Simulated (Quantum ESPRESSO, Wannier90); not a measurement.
# BN (zinc blende): Wannier90 run

```
BN
1.0
    0.00000     1.81300     1.81300
    1.81300     0.00000     1.81300
    1.81300     1.81300     0.00000
B N
1 1
Direct
  0.00000   0.00000   0.00000
  0.25000   0.25000   0.25000
```

Cell from Materials Project (mp-1639), symmetrised, no further relaxation. COD (Crystallography Open Database) has the formula in 3 space groups, this one among them (matched by group alone). Computed values, not measurements, from LDA: Quantum ESPRESSO (norm-conserving PseudoDojo potentials, cutoff 68 Ry, no spin polarisation, no spin-orbit coupling) on a Γ-centred 12×12×12 mesh, then Wannier90. Density: 14×14×14 mesh, cold smearing 0.01 Ry.

Functional, cutoff and mesh named above are those of the base row (1); the first column says what each row takes instead. Model: 4 functions from bands 1-4, start SCDM (isolated) (the valence bands). Energies are relative to the valence-band maximum; the misfit is to pw.x on a path, for all bands of the set. The lattice is scaled uniformly, fractional positions fixed. Ω_total can sit in another minimum from row to row; Ω_I of an isolated set cannot.

```tsv
scale	Ω_I (Å²)	Ω_total (Å²)	rms misfit (meV)	gap (eV)	bottom of band 1 (eV)
0.97	2.39	2.78	0.3	4.53	-21.02
0.99	2.47	2.86	0.3	4.45	-20.30
1	2.51	2.90	0.3	4.40	-19.96
1.01	2.56	2.93	0.3	4.36	-19.63
1.03	2.65	3.02	0.2	4.28	-19.00
```
